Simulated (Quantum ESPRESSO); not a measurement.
# Si3BC3N: finding a planted mistake in a log

Computed values, not a measurement. The program is pw.x of Quantum ESPRESSO 7.5 (plane-wave density functional theory). The cell is made up: 8 atoms on a zincblende/diamond lattice, with randomly drawn elements, strain and displacements, not relaxed. PseudoDojo standard norm-conserving files (v0.5 for PBE, v0.4.1 for LDA and PBEsol) set the functional; there is no spin polarisation, spin-orbit coupling or dispersion term, and the masses in the input are unused placeholders.

Intended input:

```
&control calculation='scf', pseudo_dir='./dojo.nc.sr.pbe.v0_5.standard.upf', outdir='./o', disk_io='low', tprnfor=.true., tstress=.true. /
&system ibrav=0, nat=8, ntyp=4, nbnd=22, ecutwfc=84.00895049, nosym=.true., tot_charge=0,
 occupations='smearing', smearing='fd', degauss=0.0018374661
/
&electrons conv_thr=7.350e-09, electron_maxstep=60, /
ATOMIC_SPECIES
B 1.0 B.upf
C 1.0 C.upf
N 1.0 N.upf
Si 1.0 Si.upf
CELL_PARAMETERS angstrom
4.5346 0.0095 -0.0516
0.0095 4.5047 -0.0289
-0.0516 -0.0289 4.4958
ATOMIC_POSITIONS angstrom
Si -0.0133 0.0113 -0.0702
Si 0.2053 2.1565 2.2235
Si 2.2033 -0.1245 2.1132
B 2.3412 2.3178 0.1076
C 1.0632 1.1775 1.201
C 1.0322 3.507 3.158
N 3.3013 1.0209 3.2727
C 3.2625 3.367 1.1748
K_POINTS automatic
4 4 4 1 1 1
```

The log is shortened where brackets say so; the opening notice, blank lines, dates and the lines on written files are dropped, and the path of the files is cut. It prints rydbergs, bohrs and kilobars, and counts compression as positive stress. Where no state is partly filled, the Fermi energy that it prints is only some level between the filled and the empty states on the mesh, and need not lie in the true gap.

Log of the intended run:

```
     Program PWSCF v.7.5
     Parallel version (MPI & OpenMP), running on       4 processor cores
     Number of MPI processes:                 4
     Threads/MPI process:                     1
     [start-up lines left out]
     bravais-lattice index     =            0
     lattice parameter (alat)  =       8.5697  a.u.
     unit-cell volume          =     619.6294 (a.u.)^3
     number of atoms/cell      =            8
     number of atomic types    =            4
     number of electrons       =        32.00
     number of Kohn-Sham states=           22
     kinetic-energy cutoff     =      84.0090  Ry
     charge density cutoff     =     336.0358  Ry
     scf convergence threshold =      7.3E-09
     mixing beta               =       0.7000
     number of iterations used =            8  plain     mixing
     Exchange-correlation= PBE
                           (   1   4   3   4   0   0   0)
     [axes and pseudopotential details left out]
   Cartesian axes
     site n.     atom                  positions (alat units)
         1        Si     tau(   1) = (  -0.0029328   0.0024918  -0.0154799  )
         2        Si     tau(   2) = (   0.0452711   0.4755338   0.4903081  )
         3        Si     tau(   3) = (   0.4858538  -0.0274537   0.4659857  )
         4        B      tau(   4) = (   0.5162624   0.5111024   0.0237271  )
         5        C      tau(   5) = (   0.2344482   0.2596527   0.2648347  )
         6        C      tau(   6) = (   0.2276123   0.7733351   0.6963764  )
         7        N      tau(   7) = (   0.7279758   0.2251206   0.7216692  )
         8        C      tau(   8) = (   0.7194199   0.7424634   0.2590573  )
     number of k points=    32  Fermi-Dirac smearing, width (Ry)=  0.0018
                       cart. coord. in units 2pi/alat
        k(    1) = (   0.1262041   0.1263954   0.1283482), wk =   0.0625000
        k(    2) = (   0.1290707   0.1280074   0.3805659), wk =   0.0625000
     [further k points left out]
     Dense  grid:    64437 G-vectors     FFT dimensions: (  50,  50,  50)
     Estimated max dynamical RAM per process >      94.00 MB
     Estimated total dynamical RAM >     328.80 MB
     Initial potential from superposition of free atoms
     starting charge      31.9978, renormalised to      32.0000
     Starting wfcs are   32 randomized atomic wfcs
     total cpu time spent up to now is        1.2 secs
     per-process dynamical memory:    68.6 Mb
     Self-consistent Calculation
     iteration #  1     ecut=    84.01 Ry     beta= 0.70
     Davidson diagonalization with overlap
     ethr =  1.00E-02,  avg # of iterations =  3.0
     total cpu time spent up to now is        2.7 secs
     total energy              =     -87.28303024 Ry
     estimated scf accuracy    <       1.67881060 Ry
     iteration #  2     ecut=    84.01 Ry     beta= 0.70
     Davidson diagonalization with overlap
     ethr =  5.25E-03,  avg # of iterations =  2.1
     total cpu time spent up to now is        4.0 secs
     total energy              =     -87.69709699 Ry
     estimated scf accuracy    <       1.46512873 Ry
     [iterations 3 to 11 left out]
     iteration # 12     ecut=    84.01 Ry     beta= 0.70
     Davidson diagonalization with overlap
     ethr =  6.27E-11,  avg # of iterations =  5.0
     total cpu time spent up to now is       17.9 secs
     total energy              =     -87.96892902 Ry
     estimated scf accuracy    <       0.00000001 Ry
     iteration # 13     ecut=    84.01 Ry     beta= 0.70
     Davidson diagonalization with overlap
     ethr =  4.59E-11,  avg # of iterations =  2.0
     total cpu time spent up to now is       19.0 secs
     End of self-consistent calculation
     [lines on levels left out]
     the Fermi energy is     7.9443 ev
!    total energy              =     -87.96892902 Ry
     estimated scf accuracy    <          1.3E-09 Ry
     smearing contrib. (-TS)   =      -0.00000000 Ry
     internal energy E=F+TS    =     -87.96892902 Ry
     The total energy is F=E-TS. E is the sum of the following terms:
     one-electron contribution =       9.59076992 Ry
     hartree contribution      =      13.19098752 Ry
     xc contribution           =     -30.29380521 Ry
     ewald contribution        =     -80.45688125 Ry
     convergence has been achieved in  13 iterations
     Forces acting on atoms (cartesian axes, Ry/au):
     atom    1 type  4   force =    -0.04261841    0.00723286    0.02558409
     atom    2 type  4   force =    -0.22779126    0.14764582    0.10303843
     atom    3 type  4   force =    -0.03673409    0.13930391    0.08825578
     atom    4 type  1   force =    -0.02950057    0.01042831    0.01366927
     atom    5 type  2   force =     0.15499373   -0.12936366   -0.21187647
     atom    6 type  2   force =     0.01702069   -0.07117089    0.11967728
     atom    7 type  3   force =     0.04453213    0.03095646    0.04351663
     atom    8 type  2   force =     0.12009779   -0.13503282   -0.18186501
     Total force =     0.540771     Total SCF correction =     0.000016
     Computing stress (Cartesian axis) and pressure
          total   stress  (Ry/bohr**3)                   (kbar)     P=     -196.23
  -0.00139888  -0.00058655  -0.00040853         -205.78      -86.28      -60.10
  -0.00058655  -0.00120617   0.00037565          -86.28     -177.43       55.26
  -0.00040853   0.00037565  -0.00139684          -60.10       55.26     -205.48
     init_run     :      1.11s CPU      1.18s WALL (       1 calls)
     electrons    :     17.48s CPU     17.83s WALL (       1 calls)
     forces       :      0.34s CPU      0.35s WALL (       1 calls)
     stress       :      1.00s CPU      1.01s WALL (       1 calls)
     [timing details left out]
     PWSCF        :     19.99s CPU     20.45s WALL
     JOB DONE.
```

A second run was made from an input with one planted mistake. Its log:

```
     Program PWSCF v.7.5
     Parallel version (MPI & OpenMP), running on       4 processor cores
     Number of MPI processes:                 4
     Threads/MPI process:                     1
     [start-up lines left out]
     bravais-lattice index     =            0
     lattice parameter (alat)  =       8.5697  a.u.
     unit-cell volume          =     619.6294 (a.u.)^3
     number of atoms/cell      =            8
     number of atomic types    =            4
     number of electrons       =        32.00
     number of Kohn-Sham states=           22
     kinetic-energy cutoff     =      84.0090  Ry
     charge density cutoff     =     336.0358  Ry
     scf convergence threshold =      7.3E-09
     mixing beta               =       0.7000
     number of iterations used =            8  plain     mixing
     Exchange-correlation= PBE
                           (   1   4   3   4   0   0   0)
     [axes and pseudopotential details left out]
   Cartesian axes
     site n.     atom                  positions (alat units)
         1        Si     tau(   1) = (  -0.0029328   0.0024918  -0.0154799  )
         2        Si     tau(   2) = (   0.0452711   0.4755338   0.4903081  )
         3        Si     tau(   3) = (   0.4858538  -0.0274537   0.4659857  )
         4        B      tau(   4) = (   0.5162624   0.5111024   0.0237271  )
         5        C      tau(   5) = (   0.2344482   0.2596527   0.2648347  )
         6        C      tau(   6) = (   0.2276123   0.7733351   0.6963764  )
         7        N      tau(   7) = (   0.7279758   0.2251206   0.7216692  )
         8        C      tau(   8) = (   0.7194199   0.7424634   0.2590573  )
     number of k points=     1  Fermi-Dirac smearing, width (Ry)=  0.0018
                       cart. coord. in units 2pi/alat
        k(    1) = (  -0.5048163  -0.5055815  -0.5133929), wk =   2.0000000
     Dense  grid:    64437 G-vectors     FFT dimensions: (  50,  50,  50)
     Estimated max dynamical RAM per process >      72.36 MB
     Estimated total dynamical RAM >     242.25 MB
     Initial potential from superposition of free atoms
     starting charge      31.9978, renormalised to      32.0000
     Starting wfcs are   32 randomized atomic wfcs
     total cpu time spent up to now is        0.7 secs
     per-process dynamical memory:    49.0 Mb
     Self-consistent Calculation
     iteration #  1     ecut=    84.01 Ry     beta= 0.70
     Davidson diagonalization with overlap
     ethr =  1.00E-02,  avg # of iterations =  3.0
     total cpu time spent up to now is        0.9 secs
     total energy              =     -86.43232002 Ry
     estimated scf accuracy    <       2.39429175 Ry
     iteration #  2     ecut=    84.01 Ry     beta= 0.70
     Davidson diagonalization with overlap
     ethr =  7.48E-03,  avg # of iterations =  3.0
     total cpu time spent up to now is        1.1 secs
     total energy              =     -86.78245497 Ry
     estimated scf accuracy    <       2.78382534 Ry
     [iterations 3 to 11 left out]
     iteration # 12     ecut=    84.01 Ry     beta= 0.70
     Davidson diagonalization with overlap
     ethr =  4.34E-10,  avg # of iterations =  4.0
     total cpu time spent up to now is        2.8 secs
     total energy              =     -87.38661920 Ry
     estimated scf accuracy    <       0.00000004 Ry
     iteration # 13     ecut=    84.01 Ry     beta= 0.70
     Davidson diagonalization with overlap
     ethr =  1.20E-10,  avg # of iterations =  2.0
     total cpu time spent up to now is        3.0 secs
     End of self-consistent calculation
     [lines on levels left out]
     the Fermi energy is     8.6862 ev
!    total energy              =     -87.38661920 Ry
     estimated scf accuracy    <          4.5E-09 Ry
     smearing contrib. (-TS)   =      -0.00000000 Ry
     internal energy E=F+TS    =     -87.38661920 Ry
     The total energy is F=E-TS. E is the sum of the following terms:
     one-electron contribution =       9.49789569 Ry
     hartree contribution      =      14.16489855 Ry
     xc contribution           =     -30.59253220 Ry
     ewald contribution        =     -80.45688125 Ry
     convergence has been achieved in  13 iterations
     Forces acting on atoms (cartesian axes, Ry/au):
     atom    1 type  4   force =    -0.06224603    0.01687359   -0.00131577
     atom    2 type  4   force =    -0.23792133    0.15097176    0.07826625
     atom    3 type  4   force =    -0.04304352    0.14232737    0.10457705
     atom    4 type  1   force =    -0.03747997    0.00564926    0.01984648
     atom    5 type  2   force =     0.15929621   -0.11977622   -0.18577430
     atom    6 type  2   force =     0.01992450   -0.05083700    0.11336689
     atom    7 type  3   force =     0.08069918   -0.00264818    0.05270749
     atom    8 type  2   force =     0.12077096   -0.14256058   -0.18167409
     Total force =     0.540224     Total SCF correction =     0.000055
     Computing stress (Cartesian axis) and pressure
          total   stress  (Ry/bohr**3)                   (kbar)     P=     -168.38
  -0.00116577  -0.00042000  -0.00030280         -171.49      -61.78      -44.54
  -0.00042000  -0.00091874   0.00035996          -61.78     -135.15       52.95
  -0.00030280   0.00035996  -0.00134930          -44.54       52.95     -198.49
     init_run     :      0.62s CPU      0.66s WALL (       1 calls)
     electrons    :      2.26s CPU      2.29s WALL (       1 calls)
     forces       :      0.08s CPU      0.09s WALL (       1 calls)
     stress       :      0.15s CPU      0.15s WALL (       1 calls)
     [timing details left out]
     PWSCF        :      3.17s CPU      3.25s WALL
     JOB DONE.
```

Question: what was wrong in the second input?

Answer: the k-point mesh is too coarse. The input lines that differ, file-writing options aside:

```
- 4 4 4 1 1 1
+ 1 1 1 1 1 1
```

|  | intended run | run with the mistake |
| --- | --- | --- |
| free energy (eV) | -1196.878 | -1188.956 |
| smearing term -TS (eV) | 0.0000 | 0.0000 |
| pressure (GPa) | -19.62 | -16.84 |
| largest force component (eV/Å) | 5.857 | 6.117 |
| largest change of a force component (eV/Å) |  | 0.930 |
| iterations | 13 | 13 |

For scale, a rerun of the intended cell at 1437 eV and a 6 x 6 x 6 mesh moved values by no more than 0.004 eV in energy, 0.04 GPa in stress and 0.006 eV/Å in force.